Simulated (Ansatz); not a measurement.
Relaxation of a generated trial cell of ReSe2 in the AFLOW prototype AB2_cF48_227_c_e (as in Ti2C); 12 atoms in the cell, which starts as Fd-3m, origin choice 1 (No. 227), cF48; a = b = c = 10.062 Å, α = β = γ = 90.00°. Calculation: r2SCAN (plane waves to 500 eV, PAW, scalar-relativistic; Ansatz, an electronic-structure program). Γ-centred k-mesh 5×5×5 on the run's cell, Fermi–Dirac smearing 0.05 eV. This is the first round of the run. 

The optimiser's lines from the output (shortened; P is positive under compression):

```
relax step   1: F+E_penalty+E_count = -87346.87601264 eV  Δ(F+E_penalty+E_count) = +0.000e0 eV  max|allowed force component| = 9.334e-1 eV/Å  Δτ_max = 0.0000 Å  P = +7.495 GPa  Ω = 254.704 Å³  (9 SCF iters, dr2 threshold 1.00e-7 eV, accepted)
relax step   2: F+E_penalty+E_count = -87347.59487088 eV  Δ(F+E_penalty+E_count) = -7.189e-1 eV  max|allowed force component| = 4.219e-1 eV/Å  Δτ_max = 0.1947 Å  P = -4.822 GPa  Ω = 249.964 Å³  (7 SCF iters, dr2 threshold 1.20e-6 eV, accepted)
relax step   3: F+E_penalty+E_count = -87347.76728460 eV  Δ(F+E_penalty+E_count) = -1.724e-1 eV  max|allowed force component| = 3.007e-3 eV/Å  Δτ_max = 0.0273 Å  P = +0.162 GPa  Ω = 243.853 Å³  (6 SCF iters, dr2 threshold 1.20e-6 eV, accepted)
relax step   4: F+E_penalty+E_count = -87347.76723465 eV  Δ(F+E_penalty+E_count) = +4.996e-5 eV  max|allowed force component| = 4.915e-3 eV/Å  Δτ_max = 0.0040 Å  P = -0.071 GPa  Ω = 244.815 Å³  (6 SCF iters, dr2 threshold 6.55e-8 eV, accepted)
relax step   5: F+E_penalty+E_count = -87347.76745741 eV  Δ(F+E_penalty+E_count) = -2.228e-4 eV  max|allowed force component| = 3.272e-4 eV/Å  Δτ_max = 0.0023 Å  P = -0.003 GPa  Ω = 244.378 Å³  (6 SCF iters, dr2 threshold 1.27e-8 eV, accepted)
relax step   6: F+E_penalty+E_count = -87347.76641745 eV  Δ(F+E_penalty+E_count) = +1.040e-3 eV  max|allowed force component| = 3.148e-4 eV/Å  Δτ_max = 0.0000 Å  P = -0.006 GPa  Ω = 244.378 Å³  stress off target by 5.70e-3 GPa  SCF on the basis re-selected at this cell (its energy is not comparable with the rows above)  (6 SCF iters)
```

From the first to the last row the energy changes by -0.07 eV/atom and the volume by -4.1 %. The last row is marked as not comparable with the walk above it, whose basis was carried along; it does compare with step 1, since both stand on a basis selected at the nominal cutoff for their own cell.

Later rounds, restarted from the end of this one on a renewed k-mesh, logged 4 more steps and released under 0.01 eV/atom more. The final structure after all rounds: Fd-3m, origin choice 1 (No. 227), cF48, AFLOW prototype AB2_cF48_227_c_e (as in Ti2C); a = 9.926 Å, b = 9.926 Å, c = 9.926 Å, α = 90.00°, β = 90.00°, γ = 90.00°. Between re-selections the logged energies stand on a plane-wave basis carried along with the cell. No spin polarisation in the result. A magnetic state may lie lower.

The run could not lose the symmetry of its start: the end is stationary, and may be a saddle point rather than a minimum.

The relaxed structure here is a generated cell of ReSe2: the first start was made by placing the elements on the sites of a structure type, and the end was not matched to a known phase here, so it may be hypothetical.
